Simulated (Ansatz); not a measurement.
Ru:
Space group P-3m1 (No. 164); a = 2.686 Å, b = 2.686 Å, c = 17.342 Å, α = 90.00°, β = 90.00°, γ = 120.00°

```
atom  site  symmetry       x       y       z
----  ----  --------  ------  ------  ------
Ru      2c       3m.  0.0000  0.0000  0.3120
Ru      2d       3m.  0.6667  0.3333  0.1849
Ru      2d       3m.  0.3333  0.6667  0.0605
Ru      2d       3m.  0.3333  0.6667  0.4367
```

Relaxed at zero pressure with plane-wave PAW r²SCAN (Ansatz code).

The volume is lowered by 6 % and shape and atoms relax at that volume. What pressure results, and how do the axes share the change?

23.9 GPa; a -2.1 %, b -2.1 %, c -2.0 %; the energy rises by 57 meV/atom.

Give the new structure.


Space group P-3m1 (No. 164); a = b = 2.631 Å, c = 16.996 Å, α = β = 90.00°, γ = 120.00°

| atom | site | symmetry | x | y | z |
|---|---|---|---|---|---|
| Ru | 2c | 3m. | 0.0000 | 0.0000 | 0.3120 |
| Ru | 2d | 3m. | 0.6667 | 0.3333 | 0.1853 |
| Ru | 2d | 3m. | 0.3333 | 0.6667 | 0.0608 |
| Ru | 2d | 3m. | 0.3333 | 0.6667 | 0.4370 |

The phase is kept; no other phase was compared at this pressure.

The start of the workflow was typed in or built on a structure type; neither database checked (COD, Materials Project) lists it. It is not the phase usual at ambient conditions (space group No. 194). The r²SCAN relaxation kept the symmetry of its start; whether a distortion lowers the energy is not shown. No spin polarisation was allowed. Axis ratios of metals converge slowly with the k-mesh, so a and c are less sure than the volume.

Potentials: the later of the program's two PAW sets.
